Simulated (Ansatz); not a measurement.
Sc$_{2}$InC:
```
Sc2InC
1.0
    3.34535     0.00000     0.00000
   -1.67268     2.89716     0.00000
    0.00000     0.00000    15.31761
Sc In C
4 2 2
Direct
  0.66667   0.33333   0.57989
  0.33333   0.66667   0.42011
  0.33333   0.66667   0.07989
  0.66667   0.33333   0.92011
  0.66667   0.33333   0.25000
  0.33333   0.66667   0.75000
  0.00000   0.00000   0.50000
  0.00000   0.00000   0.00000
```

Relaxed with r²SCAN. Special points in fractions of this cell's reciprocal vectors: Γ (0.000, 0.000, 0.000); M (0.500, 0.000, 0.000); K (0.333, 0.333, 0.000); A (0.000, 0.000, 0.500); L (0.500, 0.000, 0.500); H (0.333, 0.333, 0.500).

Question: List the band energies nearest the Fermi level at these points for DFT-r²SCAN in the program Ansatz with PAW potentials.

Answer: In eV from the Fermi level; about four levels below and three above (degenerate sets whole), none deeper than 8.9 eV; points with the same levels are listed once.

| k | below | above |
|---|---|---|
| Γ | -1.24 -1.24 -1.23 -1.23 -1.07 | 1.78 2.17 2.33 2.33 |
| M | -1.29 -1.27 -0.33 -0.19 | 0.25 0.28 2.79 |
| K | -0.58 -0.58 -0.36 -0.02 -0.02 | 1.24 2.35 2.48 2.48 |
| A | -1.24 -1.24 -1.24 -1.24 | 2.00 2.00 2.33 2.33 2.33 2.33 |
| L | -1.28 -1.28 -0.26 -0.26 | 0.27 0.27 3.02 3.02 |
| H | -0.59 -0.59 -0.01 -0.01 | 1.71 1.71 2.43 2.43 |

Space group P6_3/mmc. The first step of the workflow began from a Materials Project structure, measured or hypothetical; the Crystallography Open Database copy checked does not list it. Its standing as an ambient phase is unchecked. The r²SCAN relaxation kept the symmetry of its start; of distortions, only those at the zone centre were tested. No spin polarisation was allowed. Spin–orbit coupling is left out wherever it is not named.

Potentials: the later of the program's two PAW sets.
